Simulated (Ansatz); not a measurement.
## Electric field gradients in SnO₂

Method: DFT PBEsol, scalar-relativistic, plane waves, PAW in Ansatz. Cutoff 420 eV, 6×6×8 k-points (Γ-centred), fixed occupations. No spin polarisation.

Equilibrium structure at this level:
```xyz
6
Lattice="4.7691 0.0000 0.0000 0.0000 4.7691 0.0000 0.0000 0.0000 3.2120" Properties=species:S:1:pos:R:3 pbc="T T T"
Sn    0.0000    0.0000    0.0000
Sn    2.3846    2.3846    1.6060
O     1.4607    1.4607    0.0000
O     0.9239    3.8452    1.6060
O     3.3085    3.3085    0.0000
O     3.8452    0.9239    1.6060
```

Spin–orbit coupling is left out, which matters for gradients at heavy nuclei.

Problem. Give V_zz (10²¹ V/m²) and the asymmetry η at each distinct site.

Solution.
```tsv
atom	V_zz	η
Sn (atom 1)	5.44	0.78
O (atom 3)	-10.77	0.12
```

Cost: 1 run of about 0.1 core-minutes, on Arm Neoverse V1 (shared hosts).